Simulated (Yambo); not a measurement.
G0W0@LDA for Sr₂MoZnO₆ (space group Fm-3m, No. 225) in Yambo (2×2×2 mesh, 7 Ry block, plasmon pole, screening fixed), without a terminator:

```json
[
 {"bands N in G": "92", "gap L → X (eV)": "4.002", "shift of the valence edge (eV)": "0.082"},
 {"bands N in G": "141", "gap L → X (eV)": "3.881", "shift of the valence edge (eV)": "-0.191"},
 {"bands N in G": "209", "gap L → X (eV)": "3.800", "shift of the valence edge (eV)": "-0.343"}
]
```

Question: Extrapolate both columns to infinite N with E(N) = E∞ + A/N, test the form, and compare with the terminator.

Answer: From two points, E∞ = (N2 E2 − N1 E1)/(N2 − N1). The two largest N give 3.63 eV for the gap and -0.66 eV for the shift; the two smallest give 3.65 eV and -0.70 eV. For the gap the slopes A are 32 and 35 eV: the 1/N form holds. For the shift the slopes A are 72 and 66 eV: the 1/N form holds. With the Bruneval-Gonze terminator and 209 bands the run gives 3.78 eV and -0.61 eV, 0.15 eV and 0.05 eV from the extrapolated values: the terminator too is an estimate of the remainder. Block, mesh and the bands in W are held fixed. In the run with 209 bands and a 7 Ry block, which covers more k points, the smallest G0W0 gap is 3.56 eV, Γ → X.

Spin-orbit coupling is not included.

Geometry of the Materials Project entry, not relaxed at this level; primitive cell a = b = c = 5.690 Å, α = β = γ = 60.00°.

A shift is the quasiparticle energy of the state minus its LDA energy.
